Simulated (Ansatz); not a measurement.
Hf:
```xyz
2
Lattice="3.1606 0.0000 0.0000 -1.5803 2.7371 0.0000 0.0000 0.0000 4.9957" Properties=species:S:1:pos:R:3 pbc="T T T"
Hf     0.0000     1.8248     3.7468
Hf     1.5803     0.9124     1.2489
```

Relaxed with PBEsol. Special points in fractions of this cell's reciprocal vectors: Γ (0.000, 0.000, 0.000); M (0.500, 0.000, 0.000); K (0.333, 0.333, 0.000); A (0.000, 0.000, 0.500); L (0.500, 0.000, 0.500); H (0.333, 0.333, 0.500).

**Question.** List the band energies nearest the Fermi level at these points for PBEsol (plane waves, PAW; program Ansatz).

**Answer.** In eV from the Fermi level; about four levels below and three above (degenerate sets whole), none deeper than 8.9 eV; points with the same levels are listed once.

```tsv
k	below	above
Γ	-7.50 -3.83	0.79 1.16 1.16
M	-3.42 -2.89 -2.35 -0.74	0.74 0.91 1.72
K	-2.28 -1.82 -1.82 -1.47	0.36 0.36 2.10
A	-5.46 -5.46	0.14 0.14 1.03 1.03 1.03 1.03
L	-3.54 -3.54 -1.06 -1.06	1.31 1.31 2.70 2.70
H	-1.52 -1.52 -0.16 -0.16	2.56 2.56 5.23 5.23
```

Space group P6_3/mmc (hcp (Mg type)). The PBEsol relaxation kept the symmetry of its start. The run is not spin-polarised. Scalar-relativistic: spin–orbit coupling is off unless named, which matters more the heavier the elements.

Potentials: the later of the program's two PAW sets.
